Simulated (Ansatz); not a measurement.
Density of states of a Nb6Cu3Te11 cell (a crystal with Te atoms taken out, relaxed), per eV and atom, broadened by Gaussian smearing of width 0.1 eV and averaged over bins of 0.3 eV, from 8 eV under the Fermi level at most up to where the solved bands end.

These are results of Ansatz 0.2.0, DFT PBEsol, scalar-relativistic, plane waves, PAW, not measurements.

Settings: cutoff 420 eV, Γ-centred mesh 5×5×4 on the computed 20-atom cell, Gaussian smearing of 0.10 eV; no spin polarisation.

```
Nb Cu Te
1.0
    -6.65170   -3.60624    0.10181
     2.24028   -3.58956   -7.04225
     4.39697   -3.59610    6.94796
Nb Cu Te
6 3 11
Cartesian
  -5.5184 -3.6120 0.1442
  1.1816 -7.2356 -0.1013
  1.1561 -3.5869 -0.0956
  -1.2755 -8.9923 0.0751
  -1.2116 -5.6326 0.1552
  -1.1831 -1.5534 0.1324
  1.9001 -7.2135 2.6719
  1.7391 -3.6126 2.8748
  -2.5662 -7.1662 -4.0313
  -0.5316 -7.2706 2.1580
  -0.6615 -3.5924 1.9776
  1.6324 -3.5036 -4.8648
  0.4936 -1.7500 -2.0144
  -1.7391 -5.4574 5.0138
  0.4071 -5.3942 -2.0274
  3.7825 -7.2096 -1.6220
  -2.8661 -7.1481 -1.4962
  2.8952 -5.3566 1.3609
  -3.7503 -5.4027 1.4923
  -1.4519 -5.4360 -5.6086
```

| E − E_F (eV) | total | Te 5p | Nb 4d | Cu 3d | Nb 5s |
| --- | --- | --- | --- | --- | --- |
| -6.30 | 0.018 | 0.012 | 0.002 | 0.001 | 0.001 |
| -6.00 | 0.125 | 0.081 | 0.015 | 0.005 | 0.007 |
| -5.70 | 0.277 | 0.177 | 0.033 | 0.011 | 0.015 |
| -5.40 | 0.369 | 0.237 | 0.049 | 0.016 | 0.022 |
| -5.10 | 0.501 | 0.322 | 0.075 | 0.027 | 0.030 |
| -4.80 | 0.710 | 0.465 | 0.113 | 0.048 | 0.038 |
| -4.50 | 0.791 | 0.521 | 0.124 | 0.074 | 0.031 |
| -4.20 | 0.731 | 0.464 | 0.105 | 0.105 | 0.022 |
| -3.90 | 0.763 | 0.419 | 0.121 | 0.160 | 0.020 |
| -3.60 | 0.961 | 0.436 | 0.150 | 0.316 | 0.017 |
| -3.30 | 1.377 | 0.515 | 0.172 | 0.632 | 0.014 |
| -3.00 | 1.153 | 0.392 | 0.162 | 0.544 | 0.015 |
| -2.70 | 1.647 | 0.403 | 0.210 | 0.956 | 0.021 |
| -2.40 | 1.540 | 0.433 | 0.241 | 0.784 | 0.018 |
| -2.10 | 1.170 | 0.444 | 0.227 | 0.437 | 0.010 |
| -1.80 | 1.066 | 0.463 | 0.292 | 0.256 | 0.007 |
| -1.50 | 1.111 | 0.499 | 0.367 | 0.190 | 0.006 |
| -1.20 | 1.007 | 0.459 | 0.350 | 0.140 | 0.008 |
| -0.90 | 0.875 | 0.333 | 0.411 | 0.077 | 0.008 |
| -0.60 | 0.777 | 0.236 | 0.448 | 0.044 | 0.007 |
| -0.30 | 0.586 | 0.180 | 0.337 | 0.033 | 0.005 |
| 0.00 | 0.469 | 0.147 | 0.270 | 0.022 | 0.005 |
| 0.30 | 0.366 | 0.092 | 0.230 | 0.011 | 0.006 |
| 0.60 | 0.347 | 0.087 | 0.210 | 0.010 | 0.006 |
| 0.90 | 0.360 | 0.075 | 0.229 | 0.005 | 0.005 |
| 1.20 | 0.525 | 0.089 | 0.345 | 0.006 | 0.007 |

The columns after the total are the largest Löwdin projections on the valence shells of the potentials, so they needn't add up, and the weight of a shell that a potential lacks goes to other orbitals. The cell has no gap on the mesh.

Spin-orbit coupling is left out, which matters for the bands of heavy elements.

Cost: 2 runs of about 34 core-minutes in all (earlier runs that led there not counted), on Arm Neoverse V1 (shared hosts).